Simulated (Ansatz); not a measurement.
LiCl:
```cif
data_Cl4Li4
_chemical_formula_sum 'Li4 Cl4'
_space_group_name_H-M_alt 'Fm-3m'
_space_group_IT_number 225
_space_group_name_Hall '-F 4 2 3'
_cell_length_a 5.06474
_cell_length_b 5.06474
_cell_length_c 5.06474
_cell_angle_alpha 90.000
_cell_angle_beta 90.000
_cell_angle_gamma 90.000
loop_
_atom_site_label
_atom_site_type_symbol
_atom_site_symmetry_multiplicity
_atom_site_Wyckoff_symbol
_atom_site_fract_x
_atom_site_fract_y
_atom_site_fract_z
_atom_site_occupancy
Li1 Li 4 a 0.00000 0.00000 0.00000 1
Cl1 Cl 4 b 0.50000 0.50000 0.50000 1
```
(The calculation used a cell of 2 atoms; values per cell refer to that cell.)

Relaxed with PBEsol. Plane-wave PAW PBEsol (Ansatz code) gives a gap of 6.35 eV.

Task: What gap does HSE06 give on the same cell (Ansatz, PAW)?

Result: 7.96 eV, 1.61 eV more. The hybrid was solved on a coarser mesh and at special points; the gap given is the minimum over both.

```tsv
k	v1 PBEsol	c1 PBEsol	v1 HSE06	c1 HSE06
Γ	0.00	6.35	0.00	7.96
X	-1.20	7.78	(withheld)	(withheld)
L	-0.28	6.58	(withheld)	(withheld)
W	-1.15	9.52	(withheld)	(withheld)
K	-0.90	7.91	(withheld)	(withheld)
```

Task: Top valence (v1) and lowest conduction level (c1) in eV from each method's valence maximum (which need not be a listed point): supply the withheld HSE06 values.

Result: 
- W, v1 HSE06: -1.22
- W, c1 HSE06: 11.16
- K, v1 HSE06: -0.95
- K, c1 HSE06: 9.50
- X, v1 HSE06: -1.27
- X, c1 HSE06: 9.35
- L, v1 HSE06: -0.30
- L, c1 HSE06: 8.16

Cost on shared cores: the PBEsol run (SCF on a 9×9×9 mesh, then bands and DOS) roughly 10 core-seconds, the HSE06 run (SCF on 7×7×7, then a few points) very roughly 110 core-seconds; the tasks are unlike.

The PBEsol relaxation kept the symmetry of its start.

Potentials: the earlier of the program's two PAW sets. The files were generated under PBE; for other functionals the program regenerates the frozen cores, and for LDA and PBEsol the local potential too.
